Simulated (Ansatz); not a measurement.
TiO$_{2}$: pressure against volume

TiO$_{2}$, I4_1/amd, a = 3.778 Å, c = 9.583 Å. The compound has several low-lying forms, and this is one of them. Ansatz: r2SCAN, PAW, 500 eV, Γ-centred 8×8×8 mesh on 6 atoms, Gaussian smearing 0.02 eV; no spin polarisation. Shape and atoms are relaxed at each volume; pressure is positive in compression.

| V (Å³/atom) | P (GPa) |
| --- | --- |
| 10.031 | 27.70 |
| 10.373 | ? |
| 10.715 | 12.61 |
| 11.057 | 5.99 |
| 11.399 | 0.00 |
| 11.740 | -5.39 |
| 12.082 | -10.18 |
| 12.538 | -15.65 |

Task: Take V0 = 11.399 Å³/atom, fit the third-order Birch–Murnaghan form to the other rows, and predict the missing pressure.

Result: With the Eulerian strain f = ½[(V0/V)^(2/3) − 1] and y = P/[3f(1 + 2f)^(5/2)], the form is the line y = B0 + 1.5 B0 (B0′ − 4) f. Rows (f, y): 0.04448, 167.8; 0.02106, 180.0; 0.01026, 185.0; -0.00973, 194.0; -0.01903, 196.5; -0.03076, 198.8. Means f = 0.002713, y = 187.02; Σ(Δf)² = 0.003886, ΣΔfΔy = -1.634; the slope is their ratio. y = 188.2 − 420.5 f GPa, so B0 = 188.2 GPa and B0′ = 4 + 2 × (-420.5)/(3 × 188.2) = 2.51. At V = 10.373, f = 0.03245, y = 174.55 and P = 19.89 GPa. The run gave 19.70 GPa, so the fit is 0.19 GPa too high, within twice the rms miss on the fitted rows (0.14 GPa).